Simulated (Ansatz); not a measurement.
Relaxed PtSe2 (CdI2 type):

```
PtSe2
1.0
    7.54477     0.00000     0.00000
   -1.88619     3.26698     0.00000
    0.00000     0.00000     4.81834
Pt Se
2 4
Direct
  0.00000   0.00000   0.00000
  0.50000   0.00000   0.00000
  0.33333   0.33333   0.26556
  0.83333   0.33333   0.26556
  0.16667   0.66667   0.73444
  0.66667   0.66667   0.73444
```

Scan: atom 3 (Se, nearest neighbour Pt at 2.526 Å; its periodic images, 3.8 Å or more away, move with it) is displaced along Cartesian [110], direction (0.707, 0.707, 0.000) in Cartesian axes, by s. The other atoms stay.

Calculation: PBE-D3(BJ) (plane waves to 420 eV, PAW, scalar-relativistic; Ansatz, an electronic-structure program). k mesh 11×11×8 (Γ-centred), Fermi-Dirac smearing 0.05 eV. With partly filled bands, energies and forces of such displacements shift with the k mesh and the smearing. F∥ is the force on the atom along that direction. PtSe2 is run without spin polarisation. PtSe2 was relaxed with its symmetry unable to fall. Spin-orbit coupling is left out, though Pt is heavy. 

| s (Å) | F∥ (eV/Å) |
|---|---|
| -0.510 | 7.121 |
| -0.408 | 5.144 |
| -0.306 | 3.510 |
| -0.204 | 2.147 |
| -0.102 | 0.994 |
| 0.000 | 0.002 |
| 0.102 | -0.864 |
| 0.204 | -1.628 |
| 0.306 | -2.310 |
| 0.408 | -2.934 |
| 0.510 | -3.522 |

Task: What is the force constant k = d²E/ds² of this move at s = 0?

Result: 9.06 eV/Å². The forces along the line at the two nearest points give (0.994 − (-0.864)) / (2·0.102) = 9.11 eV/Å²; the next pair corrects for the finite step.

(For displaced atoms, the force is minus the slope of the energy, and its curvature is a force constant, which sets phonon frequencies.)
